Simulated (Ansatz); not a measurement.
Given:

VN:
```yaml
crystal:
  lattice:
    - [0.00000, 2.02136, 2.02136]
    - [2.02136, 0.00000, 2.02136]
    - [2.02136, 2.02136, 0.00000]
  atoms:
    - { symbol: V, position: [0.00000, 0.00000, 0.00000] }
    - { symbol: N, position: [0.50000, 0.50000, 0.50000] }
```

This is the LDA-relaxed structure.

Question: All from LDA in the plane-wave PAW code Ansatz, unless another level is named. Give the electronic character.

Answer: metallic (no gap).

Question: And the density of states at the Fermi level?

Answer: 0.83 states/eV per atom (mean over ±0.08 eV).

Question: What about the formation energy from the elements (no fitted shifts)?

Answer: -129 kJ/mol of atoms.

Space group Fm-3m (rock salt). Symmetry was held in the LDA relaxation. No spin polarisation was allowed. The references are the lowest solids computed at this level, not always the standard phases (solids in place of the gases).

Potentials: the earlier of the program's two PAW sets. The files were generated under PBE; for other functionals the program regenerates the frozen cores, and for LDA and PBEsol the local potential too.
